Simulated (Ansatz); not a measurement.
## Data sheet: Rh (DFT)

Rh:
```
CELL_PARAMETERS angstrom
      0.00000     2.73016     2.73016
      2.73016     0.00000     2.73016
      2.73016     2.73016     0.00000
ATOMIC_POSITIONS crystal
  Rh 0.00000 0.00000 0.00000
  Rh 0.25000 0.25000 0.25000
```

Space group Fd-3m (No. 227), diamond; conventional cell a = 5.4603 Å, b = 5.4603 Å, c = 5.4603 Å, α = 90.00°, β = 90.00°, γ = 90.00°.

Method: plane-wave PAW r²SCAN (Ansatz code). The cell and atoms are relaxed at this level. Other levels are named where they apply.

Cell and energy:

- Volume per atom = 20.35 Å³
- Density = 8.40 g/cm³

Electronic structure:

- Electronic character: metallic (no gap)
- Density of states at the Fermi level: 1.7 states/eV per atom (mean over ±0.08 eV)
- Gap with spin–orbit coupling: none (metallic)

Magnetism:

* **Magnetic order**: non-magnetic (starting moments vanished)

Mechanics:

- Bulk modulus (Birch–Murnaghan fit): 145 GPa
- Pressure derivative B′: 5.1
- Elastic constants (relaxed ions, GPa): C11 = 132, C12 = 151, C44 = 5.4
- Mechanical stability: unstable (C has a negative eigenvalue)

The start of the workflow was typed in or built on a structure type; neither database checked (COD, Materials Project) lists it. It is not the phase usual at ambient conditions (space group No. 225). The r²SCAN relaxation kept the symmetry of its start. The workflow began spin-polarised and lost its moments. As this level gives no gap, shear constants depend on the k-mesh and smearing (Fermi–Dirac, 0.1 eV here). Scalar-relativistic: spin–orbit coupling is off unless named, which matters more the heavier the elements.

Potentials: the earlier of the program's two PAW sets.
